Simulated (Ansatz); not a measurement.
## ZnCu (CsCl type): frozen-phonon scan

Starting cell, ZnCu (CsCl type):

```xyz
2
Lattice="2.9188 0.0000 0.0000 0.0000 2.9188 0.0000 0.0000 0.0000 2.9188" Properties=species:S:1:pos:R:3 pbc="T T T"
Zn     0.0000     0.0000     0.0000
Cu     1.4594     1.4594     1.4594
```

A phonon eigenvector at Γ is frozen into this cell: atom i moves by Q times the vector below, so Q is the largest atomic displacement, in Å. The cell is held. It is one choice among 3 degenerate patterns.

| atom | x | y | z |
|---|---|---|---|
| Zn1 | 0.000 | 0.000 | -0.972 |
| Cu2 | 0.000 | 0.000 | 1.000 |

Calculation: r2SCAN (plane waves to 500 eV, PAW, scalar-relativistic; Ansatz, a quantum-chemistry and plane-wave program). k mesh 16×16×16 (Γ-centred), Fermi-Dirac smearing 0.05 eV. E stands for the smeared free energy. Compression counts positive. With partly filled bands, energies and forces of such displacements shift with the k mesh and the smearing. ZnCu is run without spin polarisation. ZnCu was relaxed with its symmetry unable to fall. ΔE is measured from the undisplaced structure.

| Q (Å) | ΔE (eV/cell) | P (GPa) | −dE/dQ from forces (eV/Å) |
|---|---|---|---|
| -0.280 | 0.738 | 17.3 | 4.908 |
| -0.233 | 0.523 | 12.3 | 4.282 |
| -0.187 | 0.340 | 8.0 | 3.546 |
| -0.140 | 0.193 | 4.6 | 2.725 |
| -0.093 | 0.087 | 2.1 | 1.844 |
| -0.047 | 0.022 | 0.5 | 0.931 |
| 0.000 | 0.000 | 0.0 | 0.000 |
| 0.047 | 0.022 | 0.5 | -0.931 |
| 0.093 | 0.087 | 2.1 | -1.844 |
| 0.140 | 0.193 | 4.6 | -2.725 |
| 0.187 | 0.340 | 8.0 | -3.546 |
| 0.233 | 0.523 | 12.3 | -4.282 |
| 0.280 | 0.738 | 17.3 | -4.908 |

What the scan shows:

- Energy at Q = 0.280 Å: 738 meV/cell
- Space group of the distorted cell: P4mm (No. 99), lowered from Pm-3m
- Symmetry of the curve: even: the same for both signs
- Shape of the curve: a single well with its minimum at or next to zero displacement
- Harmonic wavenumber from the curvature (finite differences): 208 cm⁻¹
- Wavenumber by perturbation theory (DFPT, on another k mesh): 208 cm⁻¹

The 13 points together took very roughly 13 core-minutes.

(A displaced cell: forces are minus the slopes of the energy, force constants its curvatures, and phonons follow from these.)
